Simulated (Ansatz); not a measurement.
**Question.** IrPt (CsCl type, space group No. 221) is relaxed with r²SCAN in the plane-wave PAW code Ansatz. What lattice parameters of the conventional cell result?

**Answer.** a = 3.111 Å.

Space group Pm-3m (CsCl type). The start of the workflow was typed in or built on a structure type; neither database checked (COD, Materials Project) lists it. Whether it is the stable phase at ambient conditions was not checked. The r²SCAN relaxation kept the symmetry of its start. At this level the phase is mechanically unstable. No spin polarisation was allowed. Its formation energy is positive at this level, so the cell may be metastable or incomplete. Spin–orbit coupling is left out wherever it is not named.

Potentials: the earlier of the program's two PAW sets.
